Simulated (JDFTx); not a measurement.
System: tert-butylthiol, C4H10S (SMILES CC(C)(C)S), charge 0, multiplicity 1; geometry: a GFN2-xTB minimum in vacuum (one conformer, no imaginary frequency past 20 cm⁻¹; largest PBE force component 0.7 eV/Å). Coordinates in Å:
```xyz
15

C     -0.565     1.258     0.712
C     -0.033     0.000     0.038
C     -0.565    -1.258     0.712
C      1.491     0.000     0.010
S     -0.577     0.000    -1.739
H     -0.206     1.308     1.738
H     -0.227     2.146     0.182
H     -1.654     1.259     0.728
H     -0.224    -2.146     0.183
H     -0.207    -1.307     1.739
H     -1.653    -1.261     0.726
H      1.862    -0.881    -0.508
H      1.861     0.883    -0.506
H      1.883    -0.001     1.025
H     -1.883     0.000    -1.478
```

Level of theory: PBE, GBRV ultrasoft potentials, plane waves to 20/100 Ha; code: a modified build of JDFTx. Liquid: CANDLE, water, 1 M KF. The liquid run sits in a periodic box with 4 Å from the outermost atoms to the faces; the vacuum run is isolated. The box matters at about 0.01 eV. Solvation energy here means the total energy in the continuum liquid minus that in vacuum, same nuclei, nothing added for thermal motion or standard states.

| Property | Value |
|---|---|
| solvation energy | -0.5 kcal/mol |
| part: cavitation term of the fluid | 14.4 kcal/mol |
| part: dispersion term of the fluid | -11.4 kcal/mol |
| part: electrostatic term of the fluid | -4.3 kcal/mol |
| part: distortion of the solute's electrons | 0.8 kcal/mol |
| dipole moment in vacuum | 1.70 D |
| dipole moment in the liquid | 2.55 D |
| highest occupied level in vacuum (zero: vacuum level) | -5.50 eV |
| highest occupied level in the liquid (zero: bulk electrolyte) | -5.57 eV |
| volume of the model's cavity | 304.9 Å³ |
| rough cost, vacuum and liquid run | 3 min and 2 min of core time |
